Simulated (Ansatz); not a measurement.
# Trial structures of GeBr: starts and ends

All numbers below come from DFT PBE, scalar-relativistic, plane waves, PAW (Ansatz 0.2.0). All cells share a 420 eV cutoff and Γ-centred k meshes spaced at most about 0.3 Å⁻¹ (about 0.25 or finer for metals, 2π included). No spin polarisation in the final relaxations.

Each guess was relaxed in cell and atoms at zero pressure, within the symmetry of its start. These are static total energies at zero pressure. Coordination counts Br atoms around Ge (those within 1.25 times the shortest such distance or 1.15 times the sum of covalent radii, 1.27 where that leaves under three; the shortest distance is added where it exceeds 1.18 times the sum of covalent radii).

```csv
guess,made from,start group,V start (Å³/atom),end group,V end (Å³/atom),coordination at the end,gap on mesh (eV),E over the lowest end (meV/atom)
1,random cell,P6/mmm,27.3,P6/mmm,27.7,Ge 2,0,59
2,SmTl type,Pm-3m,25.1,Pm-3m (caesium chloride),23.6,Ge 8 from 3.1 Å,0,142
3,YbAs type,Fm-3m,26.2,Fm-3m (rock salt),27.7,Ge 6 from 3.0 Å,0,156
4,random cell,P4/mmm,27.2,?,?,?,?,?
5,AgPt type,R-3m,23.6,R-3m,24.5,Ge 6 from 3.0 Å,0,0
6,MgZr type,P-6m2,35.4,P-6m2 (tungsten carbide),24.3,Ge 6 from 3.0 Å,0,1
```

Guess 4 as it starts:

```cif
data_structure
_symmetry_space_group_name_H-M 'P4/mmm'
_symmetry_Int_Tables_number 123
_cell_length_a 3.1591
_cell_length_b 3.1591
_cell_length_c 5.4469
_cell_angle_alpha 90.000
_cell_angle_beta 90.000
_cell_angle_gamma 90.000
_cell_volume 54.36
loop_
_atom_site_label
_atom_site_type_symbol
_atom_site_symmetry_multiplicity
_atom_site_Wyckoff_symbol
_atom_site_fract_x
_atom_site_fract_y
_atom_site_fract_z
_atom_site_occupancy
Ge1 Ge 1 b 0.00000 0.00000 0.50000 1
Br1 Br 1 a 0.00000 0.00000 0.00000 1
```

Question: Predict the end of this guess and its energy over the lowest end.

Answer: It ends in space group P4/mmm (No. 123), with a = 3.402 Å, c = 5.217 Å, 30.2 Å³/atom and no gap. It lies 119 meV/atom over the lowest end, above guess 1 and below guess 2. Counting Br atoms around Ge, this end has Ge 2 and the lowest (guess 5) has Ge 6 from 3.0 Å.

Space group P4/mmm (No. 123). a = 3.402 Å, b = 3.402 Å, c = 5.217 Å, α = 90.00°, β = 90.00°, γ = 90.00°
| atom | site | symmetry | x | y | z |
| --- | --- | --- | --- | --- | --- |
| Ge | 1b | 4/mmm | 0.0000 | 0.0000 | 0.5000 |
| Br | 1a | 4/mmm | 0.0000 | 0.0000 | 0.0000 |

The zero of energy is the elements' standard structures at the same level; no fitted shifts are applied. The references include crystalline Br.

Question: Is the lowest end bound against the elements?

Answer: No: its formation energy is +0.09 eV/atom. It can't be a ground state, since the elements alone are lower.

For metals, differences of a few meV/atom aren't resolved. No dispersion correction is applied, so the spacing and binding between layers, chains or molecules are poorly described (P6/mmm, P4/mmm), and this can change margins and order among such cells. In R-3m, P-6m2, P6/mmm, P4/mmm, Pm-3m and others an odd number of electrons in the primitive cell allows no gap without spin; a larger cell or a magnetic state could open one. A magnetic state wasn't ruled out in cells without spin, among them Pm-3m, Fm-3m. The reference form of Br is held partly by dispersion forces, which this level lacks. Cells relaxed within their symmetry can be saddle points. A lower structure may well exist outside this small set. Some types were kept out of the candidates beforehand, so the set may lack a known form.
